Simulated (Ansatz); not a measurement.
An ordered 6-atom cell of AlGa2N3 on the zincblende lattice (Imm2), relaxed with r2SCAN. It is orthorhombic, Imm2 (No. 44); conventional cell a = 3.151 Å, b = 9.453 Å, c = 4.451 Å, 11.05 Å³ an atom. Al is surrounded by 4 N at 1.88–1.90 Å; N is surrounded by 2 Al at 1.90 Å and 2 Ga at 1.96 Å; Ga is surrounded by 4 N at 1.95–1.96 Å; N is surrounded by 1 Al at 1.88 Å and 3 Ga at 1.95 Å.

3 runs of the PAW code Ansatz on this cell differ in the functional (and in the settings that go with it). Levels are in eV from each run's valence top; v1 is the last filled band, c1 the first empty one.

Run A, mean stress -0.2 GPa (compression positive):
```tsv
point	v2	v1	c1	c2
Γ	-0.04	0.00	3.76	7.09
X	-0.61	-0.14	4.54	6.75
F₀	-2.35	-1.23	5.27	5.41
Λ₀	-0.61	-0.59	6.03	6.47
```

Run B, mean stress +5.7 GPa (compression positive):
```tsv
point	v2	v1	c1	c2
Γ	-0.03	0.00	2.48	5.78
X	-0.54	-0.15	3.40	5.25
F₀	-2.20	-1.15	4.08	4.21
Λ₀	-0.58	-0.56	4.75	4.99
```

Run C, mean stress 0.0 GPa (compression positive):
```tsv
point	v2	v1	c1	c2
Γ	-0.04	0.00	2.96	6.38
X	-0.57	-0.14	3.88	5.80
F₀	-2.26	-1.18	4.58	4.72
Λ₀	-0.59	-0.57	5.28	5.56
```

Question: Match the runs to PBE, r2SCAN, HSE06.

Answer: A is HSE06, B is PBE, C is r2SCAN. In order of the gap: PBE 2.48, r2SCAN 2.96, HSE06 3.76 eV.

Values at 0 K without nuclear motion; spin polarisation is off, and the phase may be a hypothetical one.

The stress of a hybrid is loosely converged in these runs.
